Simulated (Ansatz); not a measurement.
Input, command and steps of an Ansatz relaxation.

```yaml
crystal:
  lattice:
    - [0.0, 2.9040956711, 2.9040956711]
    - [2.9040956711, 0.0, 2.9040956711]
    - [2.9040956711, 2.9040956711, 0.0]
  atoms:
    - { symbol: Ga, position: [0.25, 0.25, 0.25] }
    - { symbol: Ga, position: [0.75, 0.75, 0.75] }
    - { symbol: Si, position: [0.0, 0.0, 0.0] }
basis:
  ecutwfc: 420
kpoints:
  mp_grid: { grid: [6, 6, 6] }
hamiltonian:
  xc: pbe
scf:
  occupations: { method: gaussian, width: 0.1 }
  lower_state_search: "off"
output:
  forces: true
  stress: true
  eigenvalues: true
relax:
  adjacent_minimum: "off"
  f_tol: 0.04
  max_steps: 70
  cell: { stress_tol: 0.4 }
```

```bash
ansatz run input.yaml --threads 1 --pin off --max-ram 2560MiB --backend cpu --events-out ev --progress --plain --runs-dir out
```

The calculation used DFT PBE, scalar-relativistic, plane waves, PAW (Ansatz 0.2.0).

Of 5 frames 5 are shown, positions in Å and forces in eV/Å; the SCF threshold varies from step to step. Steps run on the plane waves of an earlier cell, with a Pulay correction in the pressure. The basis is chosen afresh for the last frame, the zero of the energies, and at times for earlier ones too; energy and pressure step there, also at an unchanged geometry.

```xyz
3
Lattice="0.0000 2.9041 2.9041 2.9041 0.0000 2.9041 2.9041 2.9041 0.0000" Properties=species:S:1:pos:R:3:forces:R:3 pbc="T T T" step=1 free_energy_over_end_meV_per_atom=144.93 pressure_GPa=16.41
Ga    1.4520    1.4520    1.4520    0.0000    0.0000    0.0000
Ga    4.3561    4.3561    4.3561    0.0000    0.0000    0.0000
Si    0.0000    0.0000    0.0000    0.0000    0.0000    0.0000
3
Lattice="0.0000 3.0276 3.0276 3.0276 0.0000 3.0276 3.0276 3.0276 0.0000" Properties=species:S:1:pos:R:3:forces:R:3 pbc="T T T" step=2 free_energy_over_end_meV_per_atom=15.96 pressure_GPa=3.99
Ga    1.5138    1.5138    1.5138    0.0000    0.0000    0.0000
Ga    4.5415    4.5415    4.5415    0.0000    0.0000    0.0000
Si    0.0000    0.0000    0.0000    0.0000    0.0000    0.0000
3
Lattice="0.0000 3.0720 3.0720 3.0720 0.0000 3.0720 3.0720 3.0720 0.0000" Properties=species:S:1:pos:R:3:forces:R:3 pbc="T T T" step=3 free_energy_over_end_meV_per_atom=3.06 pressure_GPa=1.24
Ga    1.5360    1.5360    1.5360    0.0000    0.0000    0.0000
Ga    4.6080    4.6080    4.6080    0.0000    0.0000    0.0000
Si    0.0000    0.0000    0.0000    0.0000    0.0000    0.0000
3
Lattice="0.0000 3.0928 3.0928 3.0928 0.0000 3.0928 3.0928 3.0928 0.0000" Properties=species:S:1:pos:R:3:forces:R:3 pbc="T T T" step=4 free_energy_over_end_meV_per_atom=1.54 pressure_GPa=0.10
Ga    1.5464    1.5464    1.5464    0.0000    0.0000    0.0000
Ga    4.6392    4.6392    4.6392    0.0000    0.0000    0.0000
Si    0.0000    0.0000    0.0000    0.0000    0.0000    0.0000
3
Lattice="0.0000 3.0928 3.0928 3.0928 0.0000 3.0928 3.0928 3.0928 0.0000" Properties=species:S:1:pos:R:3:forces:R:3 pbc="T T T" step=5 free_energy_over_end_meV_per_atom=0.00 pressure_GPa=0.20
Ga    1.5464    1.5464    1.5464    0.0000    0.0000    0.0000
Ga    4.6392    4.6392    4.6392    0.0000    0.0000    0.0000
Si    0.0000    0.0000    0.0000    0.0000    0.0000    0.0000
```

The start puts this composition into another compound's structure type, which needn't suit it. At the end the space group is Fm-3m (tolerance 0.05 Å).

It took 5.2 s on 1 thread of Arm Neoverse V2, on a shared host, peak memory 0.31 GiB.

The k mesh is coarse.